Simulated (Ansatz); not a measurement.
Input and command of a calculation in Ansatz (plane waves; scalar-relativistic PAW potentials unless the input names others):

```yaml
crystal:
  lattice:
    - [4.14757447, 0.0, 0.0]
    - [0.0, 4.7881752, 0.0]
    - [0.0, 0.0, 11.50746343]
  atoms:
    - { symbol: Sr, position: [0.0, 0.0, 0.36501438], spin: 2.0 }
    - { symbol: Sr, position: [0.0, 0.5, 0.85862497] }
    - { symbol: Sr, position: [0.5, 0.5, 0.14013972] }
    - { symbol: Sr, position: [0.5, 0.0, 0.63799843] }
    - { symbol: Ga, position: [0.0, 0.0, 0.0625549] }
    - { symbol: Si, position: [0.0, 0.5, 0.56238807] }
    - { symbol: Si, position: [0.5, 0.5, 0.43965979] }
    - { symbol: Si, position: [0.5, 0.0, 0.93361672] }
basis:
  ecutwfc: 420
kpoints:
  mp_grid: { grid: [8, 8, 4] }
hamiltonian:
  xc: pbesol
scf:
  occupations: { method: gaussian, width: 0.1 }
  max_iter: 100
output:
  forces: true
  eigenvalues: true
  stress: true
```

```bash
ansatz run input.yaml --threads 1 --pin off --max-ram 2560MiB --backend cpu --events-out ev --progress --plain --runs-dir out
```

Will this input run?

The program refuses it, because of a moment without spin polarisation (crystal.atoms[0].spin: not typed → 2.0). Without that key it is accepted.

Abridged log:
```
Error: inconsistent input (magnetization.spin_polarized): false but per-atom `spin:`, `per_species`, `initial_magnetization`, `magnetic_field`, or `spin_locking` is set
```